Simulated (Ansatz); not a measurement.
Ansatz (a first-principles code) input:

Ansatz 0.2 input:
```yaml
crystal:
  lattice:
    - [3.97019917, 0.0, 0.0]
    - [0.0, 3.97019917, 0.0]
    - [0.0, 0.0, 3.97019917]
  atoms:
    - { symbol: Ba, position: [0.5, 0.5, 0.5] }
    - { symbol: Ti, position: [0.0, 0.0, 0.0] }
    - { symbol: O, position: [0.5, 0.0, 0.0] }
    - { symbol: O, position: [0.0, 0.5, 0.0] }
    - { symbol: O, position: [0.0, 0.0, 0.5] }
kpoints:
  mp_grid: { grid: [6, 6, 6] }
basis: { xc_grid: 2 }
hamiltonian:
  xc: pbesol
  pseudopotentials: { azcp: { folder: ./paw }, kind: paw }
scf:
  occupations: { method: fixed }
output:
  optics: { e_range: [0.0, 15.0], de: 0.05, sigma: 0.1, bands: { spectra_wanted_up_to: 12 eV } }
```

Output (shortened):

```
output.optics: the spectra are integrated over the Brillouin zone by k·p interpolation around the k-points, where levels, occupations, output.optics.sigma and …
Pseudopotential: Ba, paw, valence charge 10
Pseudopotential: Ti, paw, valence charge 12
Pseudopotential: O, paw, valence charge 6
Functional definition: PBEsol
Crystal: 5 atoms, lattice volume = 62.580 Å³
Basis set: ecut = 420 eV, 1237 PW (Γ), exchange–correlation on 54×54×54 points (8 copies of the dense FFT grid, shifted against one another)
Bands: 25, of which v1, the nominal top of the filled ones, is band 20 counted from 1 (19 counted from 0)
Symmetry: 48 space group operations
Space group: Pm-3m (ITA 221), of the structure as read, at distance tolerance 4.0e-5 Å
k-points: 20 of 216
SCF iter   1: F=—  HF=-10028.072987 eV  |F-HF|=—  |Δ(HF+E_count)|=         —  Δρ=5.64e-2  dr2=2.12e0  ethr=3.10e-3  ⟨swp⟩=4.6  Hψ=1924  notcnv=0  defer=41
preconditioner: auto → Resta (q_TF=auto, 2.532 Å⁻¹)
SCF iter   2: F=—  HF=-10027.685699 eV  |F-HF|=—  |Δ(HF+E_count)|=   3.87e-1  Δρ=2.35e-2  dr2=4.51e-1  ethr=3.10e-3  ⟨swp⟩=2.6  Hψ=963  notcnv=0  defer=24
SCF iter   3: F=—  HF=-10027.627511 eV  |F-HF|=—  |Δ(HF+E_count)|=   5.82e-2  Δρ=8.65e-3  dr2=4.78e-2  ethr=1.13e-3  ⟨swp⟩=2.0  Hψ=823  notcnv=0  defer=42
SCF iter   4: F=—  HF=-10027.630865 eV  |F-HF|=—  |Δ(HF+E_count)|=   3.35e-3  Δρ=9.62e-3  dr2=5.74e-2  ethr=1.20e-4  ⟨swp⟩=2.5  Hψ=958  notcnv=0  defer=42
SCF iter   5: F=—  HF=-10027.620982 eV  |F-HF|=—  |Δ(HF+E_count)|=   9.88e-3  Δρ=1.42e-3  dr2=9.31e-4  ethr=1.20e-4  ⟨swp⟩=2.0  Hψ=749  notcnv=0  defer=47
SCF iter   6: F=—  HF=-10027.621429 eV  |F-HF|=—  |Δ(HF+E_count)|=   4.47e-4  Δρ=1.86e-4  dr2=1.94e-5  ethr=2.33e-6  ⟨swp⟩=2.2  Hψ=838  notcnv=0  defer=54
SCF iter   7: F=—  HF=-10027.621763 eV  |F-HF|=—  |Δ(HF+E_count)|=   3.35e-4  Δρ=6.83e-5  dr2=2.75e-6  ethr=4.85e-8  ⟨swp⟩=2.2  Hψ=814  notcnv=0  defer=22
SCF iter   8: F=—  HF=-10027.621759 eV  |F-HF|=—  |Δ(HF+E_count)|=   4.37e-6  Δρ=9.13e-6  dr2=4.65e-8  ethr=6.87e-9  ⟨swp⟩=2.1  Hψ=711  notcnv=0  defer=20
SCF iter  11: F=-10027.621759 eV  HF=-10027.621759 eV  |F-HF|=0.00e0  |Δ(HF+E_count)|=  1.27e-11  Δρ=7.68e-8  dr2=3.81e-12  ethr=1.00e-12  ⟨swp⟩=7.5  Hψ=2128  notcnv=0
SCF 1 converged in 11 iterations: F = -10027.621759 eV  dr2 = 3.81e-12
NSCF: frozen V_eff on 20 k-points
Optics k sum: 0 of 20 k-points
Optics k sum: 1 of 20 k-points
Optics k sum: 2 of 20 k-points
Optics k sum: 3 of 20 k-points
Optics k sum: 4 of 20 k-points
Optics k sum: 5 of 20 k-points
Optics k sum: 6 of 20 k-points
Optics k sum: 7 of 20 k-points
Optics k sum: 8 of 20 k-points
Optics k sum: 9 of 20 k-points
Optics k sum: 10 of 20 k-points
Optics k sum: 11 of 20 k-points
Optics k sum: 12 of 20 k-points
Optics k sum: 13 of 20 k-points
Optics k sum: 14 of 20 k-points
Optics k sum: 15 of 20 k-points
Optics k sum: 16 of 20 k-points
Optics k sum: 17 of 20 k-points
Optics k sum: 18 of 20 k-points
Optics k sum: 19 of 20 k-points
Optics k sum: 20 of 20 k-points
Optics k sum: 0 of 20 k-points
Optics k sum: 1 of 20 k-points
Optics k sum: 2 of 20 k-points
Optics k sum: 3 of 20 k-points
Optics k sum: 4 of 20 k-points
Optics k sum: 5 of 20 k-points
Optics k sum: 6 of 20 k-points
Optics k sum: 7 of 20 k-points
Optics k sum: 8 of 20 k-points
Optics k sum: 9 of 20 k-points
Optics k sum: 10 of 20 k-points
Optics k sum: 11 of 20 k-points
Optics k sum: 12 of 20 k-points
Optics k sum: 13 of 20 k-points
Optics k sum: 14 of 20 k-points
Optics k sum: 15 of 20 k-points
Optics k sum: 16 of 20 k-points
Optics k sum: 17 of 20 k-points
Optics k sum: 18 of 20 k-points
Optics k sum: 19 of 20 k-points
Optics k sum: 20 of 20 k-points
output.optics: what the bands over the 40 summed would add to eps1, eps2 and the energy-loss function is held between a lower and an upper bound (12 Lanczos …
SCF converged after 11 iterations
Free energy (F): -10027.621759 eV
Harris-Foulkes:  -10027.621759 eV  (|F-HF|=0.00e0)
Internal energy: -10027.621759 eV  (E = F + TS)
E sigma→0 (E₀):  -10027.621759 eV
Fermi energy:    10.471127 eV
--- Per-component energies (eV) ---
  E_band       = -131.086208
  E_kinetic    = 945.862549
  E_local      = -2139.834755  (includes V_loc(G=0)·N_el)
  E_nonlocal   = 310.757356
  E_hartree    = 821.916329
  E_xc         = -527.763837
  E_vxc        = -550.530314  (∫ρ·V_xc dr)
  E_paw        = -6595.137440  (= ΣΔE_a)
  E_vpaw       = -341.175849  (= ΣTr[D̂ρ^β])
  E_aug_tail   = 0.002221  (compensation charges beyond the density's cutoff)
  E_ewald      = -2843.820868
  E_core_change = 0.396686  (= ΣΔE_core)
  E_smearing   =  0.000000  (= −TS)
  E_closure    = 0.000000  (closes the sum)
  Σ components = -10027.621759   (vs F -10027.621759, Δ=0.00e0)
  [band-id]    e_kinetic+e_local+e_nonlocal+2·e_hartree+e_vxc+e_vpaw+e_augmentation_tail = -131.086134   (vs E_band -131.086208, Δ=7.40e-5)
--- Band table (eV; the first three rows and the last of 20) ---
  k-point 0: bands = ["-45.6952", "-22.0514", "-22.0514", "-22.0514", "-14.0545", "-6.3379", "-5.6671", "-5.6671", "0.7436", "0.7436", "0.7436", "8.2073", "8.2073", "8.2073", "9.3050", "9.3050", "9.3050", "10.3996", "10.3996", "10.3996", "12.2902", "12.2902", …
  k-point 1: bands = ["-45.6950", "-22.0662", "-22.0507", "-22.0507", "-14.0197", "-6.3695", "-5.6580", "-5.6305", "0.7902", "0.7902", "0.8663", "7.7448", "8.1164", "8.1164", "9.0211", "9.0211", "9.0734", "9.7485", "10.2054", "10.2054", "12.3244", "12.8389", …
  k-point 2: bands = ["-45.6947", "-22.0955", "-22.0494", "-22.0494", "-13.9483", "-6.5266", "-5.6399", "-5.4393", "0.8876", "0.8876", "1.1076", "6.8488", "7.8345", "7.8345", "8.6741", "8.6971", "8.6971", "8.8595", "9.9201", "9.9201", "12.3951", "13.7294", …
  k-point 19: bands = ["-45.6930", "-22.1025", "-22.1025", "-22.1025", "-13.7460", "-5.3860", "-5.3860", "-5.3860", "-0.0649", "-0.0649", "-0.0649", "5.9187", "6.5702", "6.5702", "8.1401", "8.1401", "8.1401", "10.4711", "10.4711", "10.4711", "14.8505", …
```

Cost: very roughly 27 core-seconds on shared cores.

This is a known high-temperature phase of the composition, computed here at zero pressure and temperature. Symmetry was held in the PBEsol relaxation; its stability against distortions is not shown here. The run is not spin-polarised. Spin–orbit coupling is left out wherever it is not named.

Potentials: the earlier of the program's two PAW sets.

Ansatz is a plane-wave DFT program.
